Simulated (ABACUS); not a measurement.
**A series of runs on SnSe (Pnma, 8 atoms in the cell; from Materials Project mp-691, lattice scaled a little)**

```
CELL_PARAMETERS angstrom
     11.48833     0.00000     0.00000
      0.00000     4.06394     0.00000
      0.00000     0.00000     4.62993
ATOMIC_POSITIONS crystal
  Sn 0.61879 0.75000 0.37655
  Sn 0.38121 0.25000 0.62345
  Sn 0.88121 0.25000 0.87655
  Sn 0.11879 0.75000 0.12345
  Se 0.14855 0.25000 0.50918
  Se 0.85145 0.75000 0.49082
  Se 0.35145 0.75000 0.00918
  Se 0.64855 0.25000 0.99082
```

Base run A: PBE, numerical atomic orbitals DZP (confined pseudo-atomic orbitals with Gaussian additions; energy shift 0.01 Ry), PseudoDojo 0.5 standard norm-conserving PBE (tails mended) pseudopotentials (ABACUS), self-consistent single point.

Its settings: basis = DZP numerical atomic orbitals, energy shift 0.01 Ry; KPT = Gamma 2 4 4 0 0 0; basis_type = lcao; ecutwfc = 100 Ry; smearing_method = gaussian; smearing_sigma = 0.00367493 Ry; potentials = PseudoDojo 0.5 standard norm-conserving PBE (tails mended); symmetry = 1; symmetry_prec = 1e-05; ks_solver = scalapack_gvx; scf_nmax = 100; scf_thr = 1.0e-07; mixing_type = broyden.

The atom-centred basis is finite, which shifts total energies, pressures, gaps and forces against plane waves. The structure comes from a collection of computed structures, made at another level of theory; the collection holds predicted forms beside known ones. Its lattice was then scaled.

ΔF is the free energy per atom less that of run A. 

A variant of run A gave: the free energy goes up by 17.7 meV/atom, the pressure goes from 3.52 to 5.02 GPa, the largest force goes from 0.671 to 0.822 eV/Å and the gap on the mesh goes from 1.048 to 0.817 eV.

**Question.** Which change was made?
A. lattice vector b scaled by 0.99
B. lattice vector b scaled by 1.02
C. lattice vector b scaled by 1.01
D. lattice vector b scaled by 0.98

**Answer.** D, lattice vector b scaled by 0.98. That run gave: ΔF (meV/atom) 17.7; pressure (GPa) 5.02; largest force (eV/Å) 0.822; gap on the mesh (eV) 0.817.

The base and the other variants:

```tsv
change	ΔF (meV/atom)	pressure (GPa)	largest force (eV/Å)	gap on the mesh (eV)
base	0.00	3.52	0.671	1.048
lattice vector b scaled by 0.99	7.8	4.25	0.744	0.934
lattice vector b scaled by 1.01	-6.0	2.83	0.602	1.139
lattice vector b scaled by 1.02	-10.1	2.19	0.538	1.197
```

The atomic orbitals were generated for these runs; they are not ABACUS's published sets and were checked against plane waves on a few crystals only.

“Tails mended”: in these copies of the files the far tail of each local potential was reset to the Coulomb form.
